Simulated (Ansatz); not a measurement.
**Stress against strain in Hf**

```
CELL_PARAMETERS angstrom
0.00000 2.22000 2.22000
2.22000 0.00000 2.22000
2.22000 2.22000 0.00000
ATOMIC_POSITIONS crystal
Hf 0.00000 0.00000 0.00000
```

The cell is COD entry 1534929, as deposited and not checked against the literature; nothing was relaxed.

No spin–orbit coupling, which matters for the heavy atoms here.

Method: DFT, PBEsol, all-electron LAPW, scalar-relativistic in Ansatz 0.2.0.

The runs use a Γ-centred 16×16×16 k mesh, Fermi–Dirac smearing of 0.03 eV, basis error target 0.25 meV/atom, no spin polarisation.

The strain is applied along the Cartesian axes of the cell as listed (the other components stay zero). Fractional coordinates are held (clamped ions).

σ is the change of stress from the unstrained cell, which is at -1.60 GPa; tension is positive, so slopes are stress–strain coefficients at that pressure. In a metal the k mesh adds noise.

Only quantities that a quadratic follows smoothly over the whole series are listed; rougher ones are left out.

| εxx = εyy | σzz (GPa) | σxx (GPa) |
| --- | --- | --- |
| -0.0200 | -4.09 | -4.59 |
| 0.0000 | 0.00 | 0.00 |
| 0.0100 | 1.85 | 1.99 |
| 0.0200 | 3.42 | 3.89 |

Fit the series and read off the stiffness at zero strain.

Least-squares fits y = p0 + p1 x + p2 x² to the rows give σzz (GPa): p1 = 188, p2 = -890; σxx (GPa): p1 = 212, p2 = -840. So 2 C12 = 188 GPa and C11 + C12 = 212 GPa.

One run, at εxx = εyy = -0.0100, is withheld. Predict its row.

The fits give -1.95, -2.22; the run gave -2.05, -2.15.
